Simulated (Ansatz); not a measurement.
# Cold compression of Br (diamond type)

```
Br
1.0
     0.00000    3.42643    3.42643
     3.42643    0.00000    3.42643
     3.42643    3.42643    0.00000
Br
2
Cartesian
  -0.8566 -0.8566 -0.8566
  0.8566 0.8566 0.8566
```

The cell comes from a relaxation on PAW files under the same functional, begun from a prototype that needn't be the stable phase.

Its volume is scaled at fixed shape and fractional positions.

Computed with Ansatz 0.2.0; functional PBEsol, scalar-relativistic. Settings: a Γ-centred 11×11×11 k mesh, Fermi–Dirac smearing of 0.1 eV, no spin polarisation. Methods: LAPW: all electrons, basis error target 1 meV/atom; PAW: frozen-core files, cutoff 420 eV; crystal datasets: all electrons, by PAW datasets that the program makes for each cell; norm-conserving: pseudopotentials, cutoff 626 eV; PAW (cutoff 250 eV): frozen-core files, cutoff 250 eV.

Energies are extrapolated to zero smearing and count from the unscaled cell; pressure is positive in compression; gaps take the mesh and a band path. No temperature or zero-point motion is included.

The PAW files were made under PBE. The structure type is held throughout; the real material can change phase at far lower pressure.

| V/V0 | V (Å³/atom) | P LAPW (GPa) | ΔE LAPW (eV/atom) | P PAW − LAPW (GPa) | ΔE PAW − LAPW (meV/atom) |
| --- | --- | --- | --- | --- | --- |
| 1.00 | 40.23 | 0.02 | 0.000 | -0.01 | 0.0 |
| 0.90 | 36.20 | 2.49 | 0.024 | -0.01 | -0.2 |
| 0.80 | 32.18 | 6.93 | 0.132 | -0.01 | -0.4 |
| 0.70 | 28.16 | 14.92 | 0.392 | -0.01 | -0.5 |
| 0.60 | 24.14 | ? | ? | ? | ? |
| 0.50 | 20.11 | 58.0 | 1.987 | 0.08 | 1.0 |
| 0.40 | 16.09 | 118.2 | 4.089 | 0.32 | 5.5 |

Task: Fit the Vinet equation to the LAPW pressures shown (residuals weighted by 1/(|P| + 0.03·Pmax)), and predict the pressure of the withheld row.

Result: The fit gives V0 = 40.26 Å³/atom, B0 = 18.5 GPa and B0′ = 4.75. At 24.14 Å³/atom, x = (V/V0)^(1/3) = 0.8432, and P = 3·B0·(1 − x)/x²·exp[1.5·(B0′ − 1)·(1 − x)] = 29.5 GPa. The run itself gave 29.7 GPa (-0.5 % off) and ΔE = 0.928 eV/atom.

Task: From the table, what is the rise of the enthalpy H = E + pV up to the last row, and how stiff is the crystal between the last two rows?

Result: ΔH = 4.089 eV + (118.2 GPa × 16.09 Å³ − 0.02 GPa × 40.23 Å³) × 0.006242 eV/(GPa·Å³) = 15.95 eV/atom, of which pV makes 74 %. The mean bulk modulus there is −ΔP/Δln V = 270 GPa.

Task: At the smallest volume, how far do crystal datasets and norm-conserving and PAW (cutoff 250 eV) lie from LAPW in pressure?

Result: crystal datasets: 0.00 GPa; norm-conserving: +0.06 GPa; PAW (cutoff 250 eV): +0.62 GPa, on a LAPW pressure of 118.2 GPa.
